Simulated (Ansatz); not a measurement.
Molecular dynamics on a 1×1×1 supercell (4 atoms) of BaCaS2 (ordering on rocksalt), relaxed with r2SCAN. Forces come from PBEsol in the plane-wave code Ansatz: a Langevin thermostat at fixed volume, 450 K, steps of 3 fs. Spin polarisation is off, nuclei are classical, and the run is far too short for thermal averages. The structure comes from a prototype and may be hypothetical.

```yaml
crystal:
  lattice:
    - [2.1373611147, 1.2340060149, 7.0418321914]
    - [-2.1373611147, 1.2340060149, 7.0418321914]
    - [0.0, -2.4680120299, 7.0418321914]
  atoms:
    - { symbol: Ca, position: [1.0, 0.0, 0.0] }
    - { symbol: Ba, position: [0.5, 0.5, 0.5] }
    - { symbol: S, position: [0.2590901373, 0.2590901373, 0.2590901373] }
    - { symbol: S, position: [0.7409098627, 0.7409098627, 0.7409098627] }
kpoints:
  mp_grid: { grid: [4, 4, 4] }
hamiltonian:
  xc: pbesol
scf:
  occupations: { method: fermi_dirac, width: 0.039 }
md:
  ensemble: nvt_langevin
  temperature: 450
  timestep: 3.0
  n_steps: 30
  initial_velocities: maxwell_boltzmann
  seed: 6516
```

Run as `ansatz run input.yaml --threads 4 --pin off --max-ram 3686MiB --backend cpu --events-out ev --progress --plain --runs-dir out`.

Question: It ran on 4 threads of Arm Neoverse V2, with other jobs on the host. About how long did it take, and how much host memory at the peak?

Answer: About 34 s, with a peak of 0.45 GiB.

```tsv
step	t (fs)	T (K)	free energy F from step 0 (meV/atom)	kinetic energy (meV/atom)	largest force (eV/Å)
0	0	338	0.0	43.6	0.06
1	3	361	0.2	46.7	0.11
2	6	439	1.5	56.8	0.22
3	9	376	3.9	48.6	0.33
4	12	339	6.7	43.8	0.42
5	15	371	10.0	48.0	0.51
6	18	299	13.6	38.6	0.59
7	21	383	17.6	49.5	0.67
8	24	330	21.9	42.7	0.74
9	27	297	26.3	38.4	0.80
10	30	361	30.5	46.7	0.86
11	33	261	34.2	33.7	0.91
12	36	238	37.2	30.8	0.95
13	39	250	39.1	32.4	0.96
14	42	190	40.6	24.6	0.97
15	45	269	42.4	34.8	0.97
16	48	304	44.9	39.3	0.95
17	51	326	48.2	42.1	0.93
18	54	430	52.7	55.6	0.92
19	57	360	57.3	46.5	0.90
20	60	278	60.8	35.9	0.87
21	63	257	63.0	33.2	0.83
22	66	348	64.4	44.9	0.80
23	69	343	65.8	44.3	0.79
24	72	530	66.9	68.5	0.81
25	75	500	67.5	64.6	0.85
26	78	608	67.7	78.5	0.90
27	81	521	68.3	67.4	0.97
28	84	532	69.5	68.8	1.06
29	87	443	69.9	57.3	1.13
30	90	410	69.4	53.0	1.17
```

The temperature starts at 338 K, is lowest at step 14 (190 K, 42 fs) and ends at 410 K. The atoms start on their lattice sites with kinetic energy alone, so much of it first passes into potential energy. The first value is 3/4 of the setting, since velocities are drawn without the motion of the centre of mass and T is counted over all atoms. By the last step the atoms have moved 0.21 Å in the root mean square, the drift of the whole cell taken out, 0.35 Å at most.

Positions (Å) and forces (eV/Å) at step 30:
```
Ca   2.488   1.462   6.876    -0.935  -0.620  -0.342
Ba   0.005  -0.047  10.389    -0.134   0.136  -0.042
S   -0.077  -0.050   5.195     0.288   0.208   0.291
S   -0.056   0.029  15.531     0.782   0.275   0.093
```
